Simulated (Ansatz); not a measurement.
## ScAl$_{3}$: pressure against volume

ScAl$_{3}$, I4/mmm, a = 3.991 Å, c = 8.740 Å. The structure is a Materials Project entry; whether it is the stable form wasn't checked. Ansatz: PBEsol, PAW, 420 eV, Γ-centred 14×14×14 mesh on 4 atoms, Gaussian smearing 0.10 eV; no spin polarisation. Shape and atoms are relaxed at each volume; pressure is positive in compression.

```
V (Å³/atom) P (GPa)
     15.316    14.38
     15.838     9.92
     16.361     6.10
     16.883     2.80
     17.405    -0.02
     17.927    -2.44
     18.449        ?
     19.145    -6.84
```

Take V0 = 17.405 Å³/atom, count pressures from its P0 = -0.02 GPa, fit the third-order Birch–Murnaghan form to the other rows, and predict the missing pressure.

With the Eulerian strain f = ½[(V0/V)^(2/3) − 1] and y = (P − P0)/[3f(1 + 2f)^(5/2)], the form is the line y = B0 + 1.5 B0 (B0′ − 4) f. Rows (f, y): 0.04449, 87.2; 0.03246, 87.2; 0.02105, 87.4; 0.01025, 87.2; -0.00975, 86.9; -0.03077, 86.6. Means f = 0.01129, y = 87.083; Σ(Δf)² = 0.003858, ΣΔfΔy = 0.03350; the slope is their ratio. y = 86.99 + 8.682 f GPa, so B0 = 87.0 GPa and B0′ = 4 + 2 × (8.682)/(3 × 86.99) = 4.07. At V = 18.449, f = -0.01905, y = 86.82 and P = -4.52 GPa. The run gave -4.53 GPa, so the fit is 0.01 GPa too high, within the rms miss on the fitted rows (0.02 GPa).